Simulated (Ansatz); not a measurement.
## Y$_{3}$AlN$_{4}$ (Pm)

The calculation used DFT PBE, scalar-relativistic, plane waves, PAW in Ansatz.

Plane waves to 420 eV, a k mesh through Γ of 8×4×6 on the computed 8-atom cell and Gaussian smearing (0.02 eV); no spin polarisation.

The structure is relaxed at this level of theory with its symmetry kept, and needn't be the ground state of this composition.

Space group Pm (No. 6), monoclinic, a = 3.422 Å, b = 6.684 Å, c = 4.953 Å, β = 91.4°. Around Y on a site of symmetry 1 lie 5 N at 2.35–2.46 Å, 1 N at 2.62 Å, 1 Al at 3.00 Å, 6 Y at 3.27–3.42 Å and 1 Al at 3.34 Å; Y on a site of symmetry m is surrounded by 6 N at 2.37–2.54 Å; Al has 3 N at 1.89–1.90 Å, 2 Y at 3.00 Å, 2 N at 3.02 Å, 1 N at 3.20 Å, 4 Y at 3.34–3.43 Å, 2 Al at 3.42 Å and 1 N at 3.43 Å; N on a site of symmetry m has 6 Y at 2.37–2.54 Å; N on a site of symmetry 1 has 1 Al at 1.90 Å and 4 Y at 2.35–2.62 Å; N on a second site of symmetry m is surrounded by 1 Al at 1.89 Å and 4 Y at 2.38–2.42 Å.

| Property | Result |
| --- | --- |
| Volume per atom | 95.5 bohr³ |
| Formation energy from the elements' standard states (uncorrected) | -1.399 eV/atom |
| Kohn–Sham band gap | 0.97 eV |
| Orbital (Löwdin) character of the top 1 eV of the valence band | N 2p 83 %, Y 4d 12 % |
| Orbital (Löwdin) character of the lowest 1 eV of the conduction band | Y 4d 77 %, N 2p 16 % |
| Bader charge by site (e) | Y (2 in the cell) 1.92, Y (1 in the cell) 1.92, Al (1 in the cell) 2.29, N (1 in the cell) -1.88, N (2 in the cell) -2.06, N (1 in the cell) -2.04 |

The cell was found from a structure generator's guess, not taken from experiment. Kohn–Sham gaps at this level usually fall short of measured ones. Löwdin shares on free-atom orbitals overweight diffuse shells in the empty bands.
